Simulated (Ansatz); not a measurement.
The relaxed structure here is a generated cell of Cu: the first start was made by placing the elements on the sites of a structure type, and the end was not matched to a known phase here, so it may be hypothetical. Known forms of Cu include space group No. 225.

A relaxed cell of Cu (R-3m (No. 166)), relaxed on a k-mesh at least as fine as the one used below. These are PBEsol (plane waves to 420 eV, PAW, scalar-relativistic; Ansatz, a program for electronic structure) values and carry that method's errors. Γ-centred k-mesh 15×15×8 on the run's cell (coarser than for final values), Fermi–Dirac smearing 0.05 eV.

```
CELL_PARAMETERS angstrom
      1.23829     0.71493     4.45849
     -1.23829     0.71493     4.45849
      0.00000    -2.85972     8.91698
ATOMIC_POSITIONS crystal
  Cu 0.08898 0.08898 0.04449
  Cu 0.08898 0.08898 0.54449
  Cu 0.91102 0.91102 0.45551
  Cu 0.91102 0.91102 0.95551
```

The atoms are displaced by (Å):

| atom | ux | uy | uz |
|---|---|---|---|
| Cu1 | -0.069 | 0.000 | -0.042 |
| Cu2 | -0.086 | 0.044 | -0.163 |
| Cu3 | 0.076 | -0.133 | -0.005 |
| Cu4 | -0.118 | 0.046 | 0.035 |

Task: What forces (eV/Å) and pressure result?

Result: 
```tsv
atom	Fx	Fy	Fz
Cu1	-0.05	0.29	0.77
Cu2	-0.01	-0.23	1.10
Cu3	-0.52	1.44	-1.20
Cu4	0.58	-1.51	-0.66
```

Pressure +2.1 GPa.

Task: Estimate the energy cost of the displacement in the harmonic approximation and compare with the calculation.

Result: For a harmonic well ΔE = −½ Σ F·u = 0.302 eV a cell, or 75 meV/atom. The calculated energy relative to the undisplaced cell is +0.07 eV/atom, so the harmonic estimate holds well.

The undisplaced cell is probably no minimum: from this displacement the run went on to Fm-3m (No. 225), 0.16 eV/atom below it.

No spin polarisation in the result.
